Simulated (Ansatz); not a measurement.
In$_{2}$Bi:
```
In2Bi
1.0
    5.54545     0.00000     0.00000
   -2.77273     4.80250     0.00000
    0.00000     0.00000     6.53205
In Bi
4 2
Direct
  0.00000   0.00000   0.00000
  0.00000   0.00000   0.50000
  0.33333   0.66667   0.75000
  0.66667   0.33333   0.25000
  0.33333   0.66667   0.25000
  0.66667   0.33333   0.75000
```

Relaxed with r²SCAN.

Question: Which orbitals make up the states near the Fermi level in r²SCAN (plane waves, PAW; program Ansatz)?

Answer: Within 0.5 eV of the Fermi level: In 5p 42 %, Bi 6p 33 %, In 5s 19 %. Projections are on Löwdin-orthogonalised atomic valence shells; empty p or d shells of many metals are not among them.

Question: Tabulate the density of states.

Answer: States/eV per cell of 6 atoms, in 0.25 eV bins, energy from the Fermi level.

| E (eV) | total | In 5p | Bi 6p | In 5s |
|---|---|---|---|---|
| -7.85 | 0.00 | 0.00 | 0.00 | 0.00 |
| -7.60 | 0.00 | 0.00 | 0.00 | 0.00 |
| -7.35 | 0.00 | 0.00 | 0.00 | 0.00 |
| -7.10 | 2.17 | 0.44 | 0.54 | 1.08 |
| -6.85 | 2.57 | 0.53 | 0.68 | 1.23 |
| -6.60 | 2.58 | 0.48 | 0.71 | 1.21 |
| -6.35 | 2.35 | 0.39 | 0.62 | 1.12 |
| -6.10 | 2.50 | 0.42 | 0.62 | 1.20 |
| -5.85 | 2.73 | 0.49 | 0.64 | 1.34 |
| -5.60 | 2.40 | 0.49 | 0.54 | 1.18 |
| -5.35 | 1.34 | 0.34 | 0.30 | 0.64 |
| -5.10 | 1.42 | 0.37 | 0.29 | 0.70 |
| -4.85 | 1.88 | 0.50 | 0.37 | 0.94 |
| -4.60 | 2.02 | 0.57 | 0.40 | 0.98 |
| -4.35 | 1.73 | 0.49 | 0.32 | 0.85 |
| -4.10 | 2.34 | 0.64 | 0.44 | 1.16 |
| -3.85 | 2.07 | 0.60 | 0.41 | 0.98 |
| -3.60 | 1.48 | 0.47 | 0.34 | 0.62 |
| -3.35 | 1.72 | 0.67 | 0.55 | 0.47 |
| -3.10 | 2.21 | 0.93 | 0.80 | 0.43 |
| -2.85 | 2.52 | 1.04 | 0.95 | 0.45 |
| -2.60 | 2.79 | 1.15 | 1.14 | 0.42 |
| -2.35 | 3.79 | 1.46 | 1.56 | 0.66 |
| -2.10 | 2.92 | 1.09 | 1.23 | 0.49 |
| -1.85 | 3.17 | 1.06 | 1.40 | 0.60 |
| -1.60 | 3.63 | 1.07 | 1.72 | 0.72 |
| -1.35 | 3.89 | 1.07 | 1.99 | 0.71 |
| -1.10 | 3.21 | 0.90 | 1.58 | 0.62 |
| -0.85 | 3.00 | 0.85 | 1.48 | 0.55 |
| -0.60 | 2.67 | 0.77 | 1.26 | 0.52 |
| -0.35 | 2.82 | 0.87 | 1.27 | 0.54 |
| -0.10 | 2.21 | 1.05 | 0.65 | 0.39 |
| 0.15 | 2.44 | 1.18 | 0.67 | 0.43 |
| 0.40 | 3.16 | 1.41 | 0.89 | 0.65 |
| 0.65 | 3.01 | 1.39 | 0.85 | 0.59 |
| 0.90 | 2.48 | 1.24 | 0.65 | 0.44 |
| 1.15 | 2.68 | 1.38 | 0.66 | 0.47 |
| 1.40 | 3.14 | 1.76 | 0.72 | 0.44 |
| 1.65 | 3.23 | 1.88 | 0.73 | 0.39 |
| 1.90 | 3.22 | 2.01 | 0.66 | 0.31 |
| 2.15 | 3.73 | 2.47 | 0.74 | 0.26 |
| 2.40 | 4.02 | 2.46 | 0.91 | 0.36 |
| 2.65 | 3.19 | 1.96 | 0.68 | 0.31 |
| 2.90 | 3.75 | 2.20 | 0.89 | 0.35 |
| 3.15 | 3.75 | 2.28 | 0.86 | 0.30 |
| 3.40 | 3.46 | 2.11 | 0.79 | 0.25 |
| 3.65 | 2.87 | 1.73 | 0.68 | 0.18 |
| 3.90 | 3.30 | 1.97 | 0.68 | 0.30 |
| 4.15 | 3.83 | 2.41 | 0.75 | 0.22 |
| 4.40 | 3.90 | 2.53 | 0.73 | 0.16 |
| 4.65 | 3.90 | 2.47 | 0.76 | 0.16 |

Space group P6_3/mmc. The workflow started from an entry of the Crystallography Open Database (COD). Its standing as an ambient phase is unchecked. The r²SCAN relaxation kept the symmetry of its start; its stability against distortions is not shown here. Scalar-relativistic: spin–orbit coupling is off unless named, which matters more the heavier the elements.

Potentials: the later of the program's two PAW sets.
